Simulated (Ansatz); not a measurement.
Values for one crystal, relaxed and computed with DFT-LDA in the program Ansatz with PAW potentials; other levels are named.

- Volume per atom: 25.30 Å³
- Band gap: 2.55 eV (direct)
- Hole effective mass, band 3 of 3 at the edge: 0.22 along [100], 0.19 along [110], 0.18 along [111] (mₑ)
- Electron effective mass: 0.18 mₑ (isotropic)
- Pressure derivative B′: 4.1
- Conduction-band minimum: at Γ
- Hole effective mass, band 2 of 3 at the edge: 1.2 along [100], 1.2 along [110], 3.0 along [111] (mₑ)

Task: Which compound is it?
A. MgSe, zinc blende
B. TePb2Se, R-3m (Te on 3b, Pb on 6c, Se on 3a)
C. ZnCdSeS, P3m1 (Zn on 1b, Cd on 1a, Se on 1b, S on 1a)
D. YN, zinc blende

Result: A, MgSe, zinc blende

Space group F-43m (zinc blende). The first step of the workflow began from a Materials Project structure, measured or hypothetical; the Crystallography Open Database copy checked does not list it. COD files the formula under space group No. 225. Its standing as an ambient phase is unchecked. The cell was relaxed with LDA under the symmetry of its start; whether a distortion lowers the energy is not shown. Spin–orbit coupling is left out wherever it is not named.

Potentials: the later of the program's two PAW sets.
